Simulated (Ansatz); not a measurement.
GaN (zinc blende, space group No. 216), DFT-LDA in the program Ansatz with PAW potentials: ε∞ = 5.76, cell volume 22.11 Å³. Infrared-active transverse modes:

```tsv
ω_TO (cm⁻¹)	oscillator strength S_xx (e²/amu)
552.5	0.5940
```

### Question
Compute the static dielectric constant.

### Answer
Each mode adds (4.921e7/V) S/ω²: 4.33. So ε0 = 10.1.

### Question
What LO frequency does the Lyddane–Sachs–Teller relation give?

### Answer
ω_LO = ω_TO √(ε0/ε∞) = 731 cm⁻¹.

Space group F-43m (zinc blende). Symmetry was held in the LDA relaxation; phonons on a q-mesh show no instability. Scalar-relativistic: spin–orbit coupling is off unless named, which matters more the heavier the elements.

Potentials: the earlier of the program's two PAW sets.
